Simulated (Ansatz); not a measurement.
AlV2C:
```
AlV2C
1.0
    2.88763     0.00000     0.00000
   -1.44382     2.50076     0.00000
    0.00000     0.00000    13.11702
Al V C
2 4 2
Cartesian
  0.00000   1.66717   3.27926
  1.44382   0.83359   9.83777
  0.00000   1.66717   7.68011
  1.44382   0.83359   5.43691
  1.44382   0.83359   1.12160
  0.00000   1.66717  11.99542
  0.00000   0.00000   0.00000
  0.00000   0.00000   6.55851
```

Relaxed with r²SCAN.

**Question.** Map the valence electron density (e/Å³), cut off at 1 on the plane through (0.333, 0.667, 0.250) spanned by u = [0, 0, 1] and v = [1, -1, 0] in lattice vectors, from plane-wave PAW r²SCAN (Ansatz code).

**Answer.** x is the fraction of u, y of v (the angle between them is 90°; rows are the nearest grid lines); atoms in the plane: Al at (0.00, 0.00), Al at (0.50, 0.33), V at (0.34, 0.00), V at (0.16, 0.33), V at (0.84, 0.33), V at (0.66, 0.00), C at (0.75, 0.67), C at (0.25, 0.67).
```
|  .::.....:@@@@@#......#@@@@@:.....::.  |
|  .::.....:@@@@@*......*@@@@@:.....::.  |
|  .::....::*@@@@=......=@@@@*::....::.  |
| ..:....:-=+@@@@:......:@@@@+=-:....:.. |
|.......:-+**#@%-........-%@#**+-:.......|
|.......:+%@@*=-:........:-=*@@%+:.......|
|......:=@@@@@=:..........:=@@@@@=:......|
|......:=@@@@@=:..........:=@@@@@=:......|
|......:=@@@@@=:..........:=@@@@@=:......|
|......:=%@@@%=:..........:=%@@@%=:......|
|......:=#@@@*-:..........:-*@@@#=:......|
|.....:=+*%@#=:............:=#@%*+=:.....|
|....:+@@%*+=-:............:-=+*%@@+:....|
|....-@@@@+-::....:.  .:....::-+@@@@-....|
|....=@@@@#::....::.  .::....::#@@@@=....|
|....*@@@@@:.....::.  .::.....:@@@@@*....|
|....#@@@@@:.....::.  .::.....:@@@@@#....|
|....+@@@@%:.....::.  .::.....:%@@@@+....|
|....:%@@@-:::--:::....:::--:::-@@@%:....|
|...::-++-:::=@@=:......:=@@=:::-++-::...|
| ..::::::::-@@@@-......-@@@@-::::::::.. |
|  .::.....:+@@@@=......=@@@@+:.....::.  |
|  .::.....:@@@@@*......*@@@@@:.....::.  |
|  .::.....:@@@@@#......#@@@@@:.....::.  |
```
Scale: ten equal steps from 0.048 (start of ' ') to 1.00 (end of '@'), in the order ' .:-=+*#%@'; x runs from 0.000 to 1.00, y from 0.000 (bottom) to 1.00 (top).

The density is the valence pseudo-density with augmentation charge, so density and ELF within about 1 Å of a nucleus are not all-electron values.

Space group P6_3/mmc. The cell was relaxed with r²SCAN under the symmetry of its start. No spin polarisation was allowed.

Potentials: the earlier of the program's two PAW sets. The files were generated under PBE; for other functionals the program regenerates the frozen cores, and for LDA and PBEsol the local potential too.
